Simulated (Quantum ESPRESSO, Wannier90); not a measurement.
## CsPbI3 (cubic perovskite): Wannier90 run

```
begin unit_cell_cart
ang
    6.2751400000    0.0000000000    0.0000000000
    0.0000000000    6.2751400000    0.0000000000
    0.0000000000    0.0000000000    6.2751400000
end unit_cell_cart
begin atoms_frac
Cs   0.5000000000  0.5000000000  0.5000000000
Pb   0.0000000000  0.0000000000  0.0000000000
I    0.0000000000  0.0000000000  0.5000000000
I    0.5000000000  0.0000000000  0.0000000000
I    0.0000000000  0.5000000000  0.0000000000
end atoms_frac
```

Cell from Materials Project (mp-1069538), symmetrised, no further relaxation. Not found in the COD (Crystallography Open Database) copy used, which has the formula in other groups; not checked further. Level: PBEsol, spinors with spin-orbit coupling; pw.x of Quantum ESPRESSO at 56 Ry with PseudoDojo potentials, 4×4×4 k-points, Wannier90. Density: 6×6×6 mesh, Gaussian smearing 0.01 Ry. With spin-orbit coupling a semilocal functional can close or falsely invert a small gap; the band order was not checked against a better method.

A tight-binding model is made by disentanglement and projection with no localisation steps (num_iter = 0), so the 32 orbitals stay atom-like: hydrogen-like Cs: s; Pb: p; I: s;p, axes along x, y, z; frozen window up to 1.50 eV relative to the Fermi level. It follows pw.x to 2.6 meV rms for states up to 1.0 eV relative to the Fermi level. Matrix elements depend on this choice of orbitals and windows. Bands 19–20 (Cs 5p 100 %), 21–26 (Cs 5p 66 %, Pb 6s 24 %, I 5p 6 %) lie between the kept ones and are excluded.

The 45 largest hoppings ⟨m,0|H|n,R⟩ between different sites (one of each Hermitian pair; signs follow the real orbitals' lobes; the list may end inside a set of equal values):

```csv
m,n,R,distance of the centres (Å),t (eV),Im t (eV)
I3 pz↑,Pb2 pz↑,0 0 0,3.14,1.885,0.000
I3 pz↓,Pb2 pz↓,0 0 0,3.14,1.885,0.000
I4 px↑,Pb2 px↑,0 0 0,3.14,1.885,0.000
I4 px↓,Pb2 px↓,0 0 0,3.14,1.885,0.000
I5 py↑,Pb2 py↑,0 0 0,3.14,1.885,0.000
I5 py↓,Pb2 py↓,0 0 0,3.14,1.885,0.000
I3 pz↑,Pb2 pz↑,0 0 1,3.14,1.885,0.000
I3 pz↓,Pb2 pz↓,0 0 1,3.14,1.885,0.000
I5 py↑,Pb2 py↑,0 1 0,3.14,1.885,0.000
I5 py↓,Pb2 py↓,0 1 0,3.14,1.885,0.000
I4 px↑,Pb2 px↑,1 0 0,3.14,1.885,0.000
I4 px↓,Pb2 px↓,1 0 0,3.14,1.885,0.000
I3 s↑,Pb2 pz↑,0 0 0,3.14,-1.121,0.000
I3 s↓,Pb2 pz↓,0 0 0,3.14,-1.121,0.000
I4 s↑,Pb2 px↑,0 0 0,3.14,-1.121,0.000
I4 s↓,Pb2 px↓,0 0 0,3.14,-1.121,0.000
I5 s↑,Pb2 py↑,0 0 0,3.14,-1.121,0.000
I5 s↓,Pb2 py↓,0 0 0,3.14,-1.121,0.000
I3 s↑,Pb2 pz↑,0 0 1,3.14,1.121,0.000
I3 s↓,Pb2 pz↓,0 0 1,3.14,1.121,0.000
I5 s↑,Pb2 py↑,0 1 0,3.14,1.121,0.000
I5 s↓,Pb2 py↓,0 1 0,3.14,1.121,0.000
I4 s↑,Pb2 px↑,1 0 0,3.14,1.121,0.000
I4 s↓,Pb2 px↓,1 0 0,3.14,1.121,0.000
I3 px↑,Pb2 px↑,0 0 0,3.14,-0.450,0.000
I3 px↓,Pb2 px↓,0 0 0,3.14,-0.450,0.000
I3 py↑,Pb2 py↑,0 0 0,3.14,-0.450,0.000
I3 py↓,Pb2 py↓,0 0 0,3.14,-0.450,0.000
I4 pz↑,Pb2 pz↑,0 0 0,3.14,-0.450,0.000
I4 pz↓,Pb2 pz↓,0 0 0,3.14,-0.450,0.000
I4 py↑,Pb2 py↑,0 0 0,3.14,-0.450,0.000
I4 py↓,Pb2 py↓,0 0 0,3.14,-0.450,0.000
I5 pz↑,Pb2 pz↑,0 0 0,3.14,-0.450,0.000
I5 pz↓,Pb2 pz↓,0 0 0,3.14,-0.450,0.000
I5 px↑,Pb2 px↑,0 0 0,3.14,-0.450,0.000
I5 px↓,Pb2 px↓,0 0 0,3.14,-0.450,0.000
I3 px↑,Pb2 px↑,0 0 1,3.14,-0.450,0.000
I3 px↓,Pb2 px↓,0 0 1,3.14,-0.450,0.000
I3 py↑,Pb2 py↑,0 0 1,3.14,-0.450,0.000
I3 py↓,Pb2 py↓,0 0 1,3.14,-0.450,0.000
I5 pz↑,Pb2 pz↑,0 1 0,3.14,-0.450,0.000
I5 pz↓,Pb2 pz↓,0 1 0,3.14,-0.450,0.000
I5 px↑,Pb2 px↑,0 1 0,3.14,-0.450,0.000
I5 px↓,Pb2 px↓,0 1 0,3.14,-0.450,0.000
I4 pz↑,Pb2 pz↑,1 0 0,3.14,-0.450,0.000
```
